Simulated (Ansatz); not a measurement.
## ScBSb₃: zone-centre modes

Method: Ansatz 0.2.0, DFT PBE, scalar-relativistic, plane waves, PAW. Cutoff 420 eV, 6×6×6 k-points (Γ-centred), Gaussian smearing of 0.10 eV. No spin polarisation. Phonons by linear response, acoustic sum rule imposed.

The cell, relaxed at this level:
```
Sc B Sb
1.0
     3.80170    2.19491    4.44907
    -3.80170    2.19491    4.44907
     0.00000   -4.38982    4.44907
Sc B Sb
2 2 6
Cartesian
  0.0000 0.0000 3.2572
  0.0000 0.0000 10.0900
  0.0000 0.0000 12.5232
  0.0000 0.0000 0.8240
  2.1898 0.4168 5.5868
  1.4558 -1.6880 7.7605
  -2.1898 -0.4168 7.7605
  -1.4558 1.6880 5.5868
  -0.7340 -2.1048 5.5868
  0.7340 2.1048 7.7605
```

The structure comes from a proposed guess, relaxed at this level; another structure or a mixture of phases may lie lower. In a metal, frequencies depend on the k mesh and the smearing, soft modes most. Spin–orbit coupling is left out, which matters for heavy elements.

Problem. Is this structure stable against zone-centre distortions?

Solution. Yes, at Γ: no optical mode is imaginary. Strains and other wave vectors aren't tested by this run.

Problem. List the optical modes at Γ (i marks imaginary ones).

Solution.
```tsv
frequency (THz)	degeneracy
1.68	2
2.07	2
2.29	1
2.40	2
2.62	1
2.77	1
2.95	2
2.95	1
3.36	2
4.32	1
4.48	1
5.17	2
5.44	2
5.56	1
10.67	1
11.98	2
12.01	2
27.86	1
```
